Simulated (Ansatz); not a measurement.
Property card for MgZnO2

MgZnO2:
```
MgZnO2
1.0
    1.48421     0.85691     4.80629
   -1.48421     0.85691     4.80629
    0.00000    -1.71382     4.80629
Mg Zn O
1 1 2
Cartesian
  0.00000   0.00000   0.00000
  0.00000   0.00000   7.20944
  0.00000   0.00000   3.63425
  0.00000   0.00000  10.78463
```

Space group R-3m (No. 166); conventional cell a = b = 2.968 Å, c = 14.419 Å, α = β = 90.00°, γ = 120.00°.

Method: LDA (plane waves, PAW; program Ansatz). Geometry: relaxed at this level of theory. Other levels are named where they apply.

**Cell and energy**

```json
{
 "volume_per_atom": "9.17 Å³",
 "density": "5.51 g/cm³",
 "Formation energy from the elements (no fitted shifts)": "-2.17 eV/atom"
}
```

**Electronic structure**

```json
{
  "band_gap": "2.88 eV (indirect)",
  "valence_band_maximum": "at T",
  "conduction_band_minimum": "at Γ",
  "smallest_direct_gap_on_the_standard_path": "3.23 eV",
  "electron_effective_mass": "0.29 mₑ (isotropic)"
}
```

**Dielectric response**

```json
{
 "Electronic dielectric constant ε∞ (DFPT)": "4.02 (xx = yy), 3.95 (zz)",
 "Static dielectric constant ε0 (ions relaxed, cell fixed)": "16.6 (xx = yy), 14.1 (zz)",
 "Born charges (a third of the trace)": "Mg +2.11, Zn +2.22, O -2.16 e"
}
```

**Phonons**

```json
{
 "Highest zone-centre frequency (without LO–TO term)": "552 cm⁻¹",
 "zone_centre_stability": "no imaginary mode at Γ"
}
```

The first step of the workflow began from a Materials Project structure, measured or hypothetical; the Crystallography Open Database copy checked does not list it. With Mg and Zn taken as one species the cell has the higher symmetry Fm-3m, so it may be an ordered model of a mixed-site phase. Whether it is the stable phase at ambient conditions was not checked. The LDA relaxation kept the symmetry of its start. The references are the lowest solids computed at this level, not always the standard phases (solids in place of the gases).

Potentials: the later of the program's two PAW sets.
